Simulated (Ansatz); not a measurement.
GeMo:
```
CELL_PARAMETERS angstrom
      3.12603     0.00000     0.00000
      0.00000     3.12603     0.00000
      0.00000     0.00000     3.12603
ATOMIC_POSITIONS crystal
  Mo 0.00000 0.00000 0.00000
  Ge 0.50000 0.50000 0.50000
```

Relaxed with PBE. Special points in fractions of this cell's reciprocal vectors: Γ (0.000, 0.000, 0.000); X (0.000, 0.500, 0.000); M (0.500, 0.500, 0.000); R (0.500, 0.500, 0.500).

Problem. List the band energies nearest the Fermi level at these points for PBE with spin–orbit coupling (plane waves, PAW; program Ansatz).

Solution. In eV from the Fermi level; about four levels below and three above (degenerate sets whole), none deeper than 8.9 eV; points with the same levels are listed once.

```json
[
 {"k": "Γ", "below": "-3.00 -3.00 -3.00 -3.00", "above": "1.13 1.13 1.13 1.13"},
 {"k": "X", "below": "-1.78 -1.78 -1.66 -1.66", "above": "1.37 1.37 2.90 2.90"},
 {"k": "M", "below": "-0.34 -0.34 -0.27 -0.27", "above": "2.66 2.66 3.30 3.30"},
 {"k": "R", "below": "-5.44 -5.44 -5.44 -5.44 -5.05 -5.05", "above": "2.79 2.79 2.79 2.79"}
]
```

Space group Pm-3m (CsCl type). A made-up cell: these elements were put on the sites of a structure type; neither database checked (COD, Materials Project) lists it. Its standing as an ambient phase is unchecked. The cell was relaxed with PBE under the symmetry of its start; its stability against distortions is not shown here. No spin polarisation was allowed.

Potentials: the earlier of the program's two PAW sets.
